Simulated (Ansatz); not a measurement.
## Structure relaxation, WSe$_{2}$

The start is a generated cell, WSe2 built in the fluorite structure type. The structure is fully relaxed (lattice and positions, P = 0) with PBEsol (plane waves to 420 eV, PAW, scalar-relativistic; Ansatz, a first-principles code). First-step values are on the input's coarse k-mesh.

Ansatz input (later rounds restart from its end on a renewed k-mesh):
Ansatz 0.2 input:
```yaml
crystal:
  lattice:
    - [0, 3.169609, 3.169609]
    - [3.169609, 0, 3.169609]
    - [3.169609, 3.169609, 0]
  atoms:
    - { symbol: W, position: [0, 0, 0] }
    - { symbol: Se, position: [0.25, 0.25, 0.25] }
    - { symbol: Se, position: [0.75, 0.75, 0.75] }
basis: { ecutwfc: 420, ecutrho_ratio: 4, xc_grid: 2, fft_grid_basis: typed }
kpoints: { mp_grid: { grid: [6, 6, 6] } }
hamiltonian:
  xc: pbesol
  dispersion: none
  pseudopotentials: { kind: paw }
scf: { occupations: { method: fermi_dirac, width: 0.05 } }
relax: { f_tol: 0.01, max_steps: 100, cell: { stress_tol: 0.02 } }
output: { forces: true, stress: true }
```

How much energy is released per atom?

About 0.10 eV/atom.

How does the volume per atom move from start to end?

-7.9 %, from 21.23 to 19.55 Å³/atom.

Is the relaxed structure metallic? Give its gap.

Zero (metallic).

The last rounds were run with spin polarisation. What moments result?

Net 0.55 μB/atom, ferromagnetic.

Give the final cell and atomic positions.


Space group Fm-3m (No. 225); a = b = c = 6.1679 Å, α = β = γ = 90.00°

```csv
atom,site,symmetry,x,y,z
W,4a,m-3m,0.0000,0.0000,0.0000
Se,8c,-43m,0.2500,0.2500,0.2500
```
(The calculation used a cell of 3 atoms; values per cell refer to that cell.)

The space group stays Fm-3m (No. 225) (the run could not lower it); the end is AFLOW prototype AB2_cF12_225_a_c (C1, as in CaF2), with 3 atoms in the primitive magnetic cell. Final values are on a 13×13×13 k-mesh of the relaxed cell. The first round had no spin; a later round switched it on. Spin state reached: ferromagnetic (net 0.55 μB/atom); other spin orders were not run from this start.

The run could not lose the symmetry of its start, so the end can be a saddle point.

All atoms sit on sites fixed by symmetry, so only the cell could relax.

The relaxed structure here is a generated cell of WSe2: the first start was made by placing the elements on the sites of a structure type, and the end was not matched to a known phase here, so it may be hypothetical. Known forms of WSe2 include space group No. 194.
